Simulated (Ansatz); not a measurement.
MoPd (CsCl type), relaxed and computed with several functionals in Ansatz (plane waves, PAW).

```
functional  a (Å)  ΔH_f (eV/atom)  B₀ by P(V) fit (GPa)
----------  -----  --------------  --------------------
r²SCAN      3.139            0.54                   229
PBEsol      3.120            0.46                   238
PBE         3.159            0.47                   212
```

Typed or built starts, not in the databases checked: MoPd, CsCl type. Unstable at this level: MoPd, CsCl type with r²SCAN; MoPd, CsCl type with PBEsol. All cells were relaxed under the symmetry of their starts (and spin orders); stability against distortions was not tested throughout. Rows with no word on spin ran without spin polarisation. Spin–orbit coupling is left out wherever it is not named.

Potentials: the later of the program's two PAW sets.

Ansatz (a first-principles code) is a plane-wave DFT program.

Formation energies count from the lowest solids of the elements computed at the same level, not from gases.
